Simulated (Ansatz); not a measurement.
Input:

MgO (rock salt, space group No. 225), a = 4.215 Å, b = 4.215 Å, c = 4.215 Å, α = 90.00°, β = 90.00°, γ = 90.00°; the cell used has 2 atoms.

This is the PBEsol-relaxed structure.

Problem. All from PBEsol (plane waves, PAW; program Ansatz), unless another level is named. Predict the electron effective mass.

Solution. 0.34 mₑ (isotropic).

Problem. Give the HSE06 gap on the PBEsol cell.

Solution. 6.46 eV.

Problem. Next, the weight of the conduction-edge state by species (Voronoi cells)?

Solution. O 50 %, Mg 50 %.

Problem. Next, the weight of the valence-edge state by species (Voronoi cells)?

Solution. O 94 %, Mg 6 %.

Space group Fm-3m (rock salt). Symmetry was held in the PBEsol relaxation; phonons on a q-mesh show no instability.

Potentials: the earlier of the program's two PAW sets.
